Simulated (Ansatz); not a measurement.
## Relaxing osmium (bcc)

All numbers below come from DFT, BLYP, plane waves (420 eV) with PAW, scalar-relativistic (Ansatz 0.2.0). The PAW files were generated under PBE, with cores re-solved for the functional.

k-point mesh 14×14×14, Fermi-Dirac smearing 0.1 eV, no spin polarisation. Cell and atoms relax.

Starting structure:

```xyz
1
Lattice="-1.5180 1.5180 1.5180 1.5180 -1.5180 1.5180 1.5180 1.5180 -1.5180" Properties=species:S:1:pos:R:3 pbc="T T T"
Os    0.0000    0.0000    0.0000
```

Q: What cell does the relaxation end in?

A: Im-3m with a = 3.140 Å; 15.48 Å³ per atom against 13.99 at the start (10.6 %).

Q: How much energy does the relaxation gain?

A: 164.6 meV per atom.
